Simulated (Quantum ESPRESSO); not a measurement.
Band energies of SnS$_{2}$ monolayer

```
SnS2
1.0
    3.66511     0.00000     0.00000
   -1.83255     3.17408     0.00000
    0.00000     0.00000    15.90000
S Sn
2 1
Direct
  0.66667   0.33333   0.90668
  0.33333   0.66667   0.09332
  0.00000   0.00000   0.00000
```

PBE (stringent potentials; Quantum ESPRESSO, PseudoDojo norm-conserving, 102 Ry, without SOC); path ΓMKΓ; energies in eV from the valence-band maximum.

| k (1/Å) | point | band 13 | band 14 | band 15 | band 16 | band 17 | band 18 | band 19 | band 20 |
|---|---|---|---|---|---|---|---|---|---|
| 0.00 | Γ | -0.85 | -0.46 | -0.46 | -0.09 | -0.09 | 2.44 | 3.87 | 5.47 |
| 0.22 |  | -1.37 | -0.82 | -0.79 | -0.59 | 0.00 | 2.87 | 4.47 | 5.34 |
| 0.44 |  | -2.72 | -1.51 | -1.40 | -0.64 | -0.04 | 2.76 | 4.88 | 6.13 |
| 0.66 |  | -3.67 | -2.01 | -1.89 | -0.52 | -0.16 | 2.09 | 4.96 | 6.23 |
| 0.88 |  | -4.22 | -2.16 | -2.03 | -0.50 | -0.25 | 1.63 | 4.82 | 6.21 |
| 0.99 | M | -4.30 | -2.20 | -2.02 | -0.51 | -0.26 | 1.57 | 4.80 | 6.32 |
| 1.10 |  | -4.26 | -2.39 | -2.05 | -0.49 | -0.38 | 1.75 | 5.02 | 6.40 |
| 1.33 |  | -3.95 | -3.20 | -2.48 | -0.77 | -0.48 | 2.48 | 6.01 | 6.11 |
| 1.56 | K | -3.53 | -3.53 | -3.12 | -0.65 | -0.65 | 2.66 | 6.14 | 6.14 |
| 1.75 |  | -3.78 | -3.34 | -2.63 | -0.90 | -0.41 | 2.67 | 5.85 | 6.34 |
| 1.94 |  | -3.66 | -3.00 | -1.92 | -1.03 | -0.29 | 2.75 | 5.67 | 6.35 |
| 2.13 |  | -3.03 | -2.65 | -1.26 | -0.80 | -0.34 | 2.90 | 5.60 | 5.96 |
| 2.32 |  | -2.04 | -2.03 | -0.82 | -0.43 | -0.38 | 3.03 | 5.15 | 5.42 |
| 2.51 |  | -1.10 | -0.97 | -0.78 | -0.28 | -0.10 | 2.80 | 4.39 | 5.29 |
| 2.70 | Γ | -0.85 | -0.46 | -0.46 | -0.09 | -0.09 | 2.44 | 3.87 | 5.47 |

The PBE gap is indirect, 1.57 eV, from 33 % of the way from Γ to M to M; the smallest direct gap is 1.83 eV. The valence-band maximum lies 6.77 eV below the vacuum level.

Spin-orbit splittings are left out.

Geometry relaxed with PBE+D3(BJ).
